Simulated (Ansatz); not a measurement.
Computed with Ansatz, DFT PBE, scalar-relativistic, plane waves, PAW. Settings: cutoff 420 eV, Γ-centred meshes spaced at most about 0.3 Å⁻¹, and about 0.25 Å⁻¹ or finer for metals (2π included), Gaussian smearing. Collinear spin in cells that started with moments and kept them past the coarse steps, no spin elsewhere.

These are static total energies at zero pressure. All come from trial cells, and lower structures may exist.

Question: Which of these relaxed structures of Li₂Nb is the lowest in energy?
A.

```cif
data_structure
_symmetry_space_group_name_H-M 'Fd-3m:1'
_symmetry_Int_Tables_number 227
_cell_length_a 7.1478
_cell_length_b 7.1478
_cell_length_c 7.1478
_cell_angle_alpha 90.000
_cell_angle_beta 90.000
_cell_angle_gamma 90.000
_cell_volume 365.19
loop_
_atom_site_label
_atom_site_type_symbol
_atom_site_symmetry_multiplicity
_atom_site_Wyckoff_symbol
_atom_site_fract_x
_atom_site_fract_y
_atom_site_fract_z
_atom_site_occupancy
Li1 Li 16 d 0.37500 0.62500 0.37500 1
Nb1 Nb 8 a 0.25000 0.25000 0.25000 1
```

B.

```cif
data_structure
_symmetry_space_group_name_H-M 'P6/mmm'
_symmetry_Int_Tables_number 191
_cell_length_a 4.7253
_cell_length_b 4.7253
_cell_length_c 5.1382
_cell_angle_alpha 90.000
_cell_angle_beta 90.000
_cell_angle_gamma 120.000
_cell_volume 99.36
loop_
_atom_site_label
_atom_site_type_symbol
_atom_site_symmetry_multiplicity
_atom_site_Wyckoff_symbol
_atom_site_fract_x
_atom_site_fract_y
_atom_site_fract_z
_atom_site_occupancy
Li1 Li 2 c 0.33333 0.66667 0.00000 1
Li2 Li 2 d 0.33333 0.66667 0.50000 1
Nb1 Nb 2 e 0.00000 0.00000 0.74022 1
```

Answer: B. It has space group P6/mmm (No. 191); the next, A, with the cubic Laves (C15) type, space group Fd-3m (No. 227), lies 48 meV/atom higher. Largest moments: B no spin, A 0.4 μB. Counting all near atoms (those within 1.25 times the shortest distance at each site; a plus sign parts nearer from farther groups; a slash parts the counts of unlike sites), the lowest has Li 11/5+6, Nb 2+12 and the next has Li 6+6, Nb 16. Even the lowest lies +0.47 eV/atom against the elements.

The magnetic state reached may not be the lowest. Cells relaxed within their symmetry can be saddle points. Some types were kept out of the candidates beforehand, so the set may lack a known form.
